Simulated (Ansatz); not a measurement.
# Zr3MoC: changing the functional

The cell as given:

```cif
data_structure
_symmetry_space_group_name_H-M 'P 1'
_symmetry_Int_Tables_number 1
_cell_length_a 4.9425
_cell_length_b 4.9425
_cell_length_c 4.9425
_cell_angle_alpha 90.000
_cell_angle_beta 90.000
_cell_angle_gamma 90.000
_cell_volume 120.74
loop_
_atom_site_label
_atom_site_type_symbol
_atom_site_fract_x
_atom_site_fract_y
_atom_site_fract_z
_atom_site_occupancy
Zr1 Zr 0.50000 0.00000 0.00000 1
Zr2 Zr 0.00000 0.50000 0.00000 1
Zr3 Zr 0.00000 0.00000 0.50000 1
Mo1 Mo 0.00000 0.00000 0.00000 1
C1 C 0.50000 0.50000 0.50000 1
```

The cell comes from a database or a generator and needn't be the stable form of this composition.

Kept alike: task relaxation of cell and atoms; k mesh 5 × 5 × 5; occupations fermi-dirac, width 0.05 eV; no spin polarisation. Program: Ansatz, Ansatz PAW, cutoff 420 eV. The mesh is that of the run's cell of 5 atoms. No spin-orbit coupling.

```csv
functional,volume (Å³/atom)
BLYP,25.537
LDA,22.766
PBE,24.393
PBEsol,23.400
RPBE,24.975
revPBE,24.825
```

The relaxations keep at least the cell's symmetry (Pm-3m). For a metal such a mesh leaves the last digits unconverged. Relaxations stop with a little pressure left, so the last digits of a volume or edge aren't settled. All rows use potentials made for PBE.

Question: What does the functional change here?

Answer: The volume runs from 22.766 (LDA) to 25.537 Å³/atom (BLYP). From PBE: BLYP +1.144; LDA -1.627; PBEsol -0.993; RPBE +0.582; revPBE +0.432.
